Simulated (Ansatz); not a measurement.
**Field gradients at the nuclei in V2O5 under strain**

The cell is a refined structure from the COD, relaxed with PBE at fixed cell and then changed (z stretched by 3 %, ions relaxed).

```cif
data_structure
_symmetry_space_group_name_H-M 'P 1'
_symmetry_Int_Tables_number 1
_cell_length_a 3.5640
_cell_length_b 11.5120
_cell_length_c 4.4990
_cell_angle_alpha 90.000
_cell_angle_beta 90.000
_cell_angle_gamma 90.000
_cell_volume 184.59
loop_
_atom_site_label
_atom_site_type_symbol
_atom_site_fract_x
_atom_site_fract_y
_atom_site_fract_z
_atom_site_occupancy
V1 V 0.00000 0.85157 0.11291 1
V2 V 0.00000 0.14843 0.11291 1
V3 V 0.50000 0.35157 0.88709 1
V4 V 0.50000 0.64843 0.88709 1
O5 O 0.00000 0.85555 0.46463 1
O6 O 0.00000 0.14445 0.46463 1
O7 O 0.50000 0.35555 0.53537 1
O8 O 0.50000 0.64445 0.53537 1
O9 O 0.00000 0.68111 0.99327 1
O10 O 0.00000 0.31889 0.99327 1
O11 O 0.50000 0.18111 0.00673 1
O12 O 0.50000 0.81889 0.00673 1
O13 O 0.00000 0.00000 0.00144 1
O14 O 0.50000 0.50000 0.99856 1
```

Atom numbers follow the list; atoms alike are taken as one site, whose name carries the number of the first.

Computed with Ansatz: DFT, PBE, plane waves and PAW, scalar-relativistic, 420 eV cutoff, Γ-centred 7×2×6 k-points, Fermi–Dirac smearing 0.02 eV.

V_zz is the principal component of the electric field gradient with the largest magnitude, η = (V_xx − V_yy)/V_zz and C_Q = eQV_zz/h. ν_Q = 3|C_Q|/[2I(2I − 1)].

⁵¹V: I = 7/2, Q = -52.00 mb; 17O: I = 5/2, Q = -25.58 mb. Q values from Pyykkö, Mol. Phys. 116, 1328 (2018).

| site | atoms (order as listed) | first shell | C_Q (MHz) | η | ν_Q (MHz) |
| --- | --- | --- | --- | --- | --- |
| V | 1, 2, 3, 4 | 5 O at 1.58–2.03 Å | 0.962 | 0.52 | 0.069 |
| O5 | 5, 6, 7, 8 | 1 V at 1.58 Å | 0.787 | 0.65 | 0.118 |
| O9 | 9, 10, 11, 12 | 3 V at 1.88–2.03 Å | 3.06 | 0.72 | 0.459 |
| O13 | 13, 14 | 2 V at 1.78 Å, angle 147° | 3.60 | 0.02 | 0.540 |

At O13 V_zz points along the bisector of its two bonds (within 1°).

The relaxation (5 steps) took 29 s of wall time (1.7 min of CPU time) and 0.86 GiB at its peak, on 4 threads of Intel Xeon Platinum 8259CL CPU @ 2.50GHz (Skylake/Cascade Lake) (x86_64; 16 cores open to the job, memory cap 8.0 GiB, no GPU), a shared host with a load of 0.4 a core.
